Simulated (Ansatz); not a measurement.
Notes on a calculation: Os (hcp)

**The experiment.** The Crystallography Open Database holds a cell as deposited of hexagonal Os (space group P6_3/mmc), temperature not stated (1998): a, c = 2.734, 4.320 Å, 13.98 Å³/atom.

The computed numbers are results of PBE, scalar-relativistic (no spin polarisation) in the plane-wave PAW code Ansatz at 420 eV, Γ-centred 18×18×10 mesh, 0.05 eV Gaussian smearing; PAW files: Ansatz's generated set soft_2.

Starting cell, 1 % over the database's volume:

```
Os
1.0
     2.74000    0.00000    0.00000
    -1.37000    2.37291    0.00000
     0.00000    0.00000    4.32646
Os
2
Direct
  0.33333 0.66667 0.75000
  0.66667 0.33333 0.25000
```

The runs in order:

```csv
run,level,k-mesh,kind,V (Å³/atom),P (GPa),E − E(final) (meV/atom),gap on the mesh (eV)
1,PBE,18×18×10,cell and atoms relaxed,14.28,0.0,0.0,metal
```

Cell and atoms are those of this level's equilibrium.

The final structure (symmetry read at 0.01 Å). Symmetry: P6_3/mmc, No. 194, hexagonal system. The conventional cell has a = 2.752 Å, b = 2.752 Å, c = 4.352 Å, α = 90.00°, β = 90.00°, γ = 120.00°. Os (site symmetry -6m2) is surrounded by 12 Os at 2.69 to 2.75 Å. (Neighbours are counted to 15 % beyond the shortest distance.)

- At the final geometry the gap, band path included, is zero (metallic).

**Against experiment.** PBE gives 2.752, 4.352 Å and 14.28 Å³/atom, +2.1 % in volume (+0.7 % in length) from the database's cell. PBE usually overestimates volumes by a few per cent. Spin–orbit coupling, left out, also moves the volume of such heavy elements' compounds.

For elements this heavy, spin–orbit coupling would shift levels and gaps; it isn't included here.
